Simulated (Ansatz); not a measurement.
The elements of this relaxed trial crystal are hidden behind letters.

```
lattice vectors (Å)
   3.8459   -5.4355    0.0000
   3.8459    5.4355    0.0000
   0.0000    0.0000    3.8458
fractional positions
X 0.0000 0.0000 0.5000
Z 0.0000 0.5000 0.0000
Z 0.5000 0.5000 0.5000
Z 0.5000 0.0000 0.0000
Q 0.7584 0.7584 0.0000
Q 0.7538 0.2462 0.5000
Q 0.2462 0.7538 0.5000
Q 0.2416 0.2416 0.0000
```

The calculation used Ansatz, DFT PBE, scalar-relativistic, plane waves, PAW. Plane waves to 420 eV, a 6×6×10 mesh through Γ for the 8-atom cell and 0.01 eV Gaussian smearing; no spin polarisation.

* Space group: Cmmm (No. 65)
* Conventional cell: a = 7.692 Å, b = 10.871 Å, c = 3.846 Å
* Volume per atom: 20.10 Å³
* Density: 5.06 g/cm³
* Formation energy: −0.738 eV/atom
* Gap on the 6×6×10 mesh of the 8-atom cell: 0.26 eV

Energies are uncorrected and count from the elements' standard states at the same level.

**Question.** X is an s-block element of period 3, Z is a d-block element of period 5 and Q is a p-block element of period 3. Which elements are they?

**Answer.** X = Mg, Z = Cd, Q = S, so the formula is MgCd3S4. Density times volume gives a mean mass of 5.06 × 20.10/1.6605 = 61.3 u per atom, and this set has 61.2 u. Mg is surrounded by 6 S at 2.67–2.68 Å; Cd on a site of symmetry 2/m has 6 S at 2.72 Å; S on a site of symmetry 2mm has 2 Mg at 2.67 Å and 4 Cd at 2.72–2.77 Å; 2 more sites not described. Other sets within the hints have nearly the same mass, so mass alone doesn't settle it; this one was computed.

Kohn–Sham gaps at this level usually fall short of measured ones. A structure relaxed within its symmetry needn't be a true minimum.
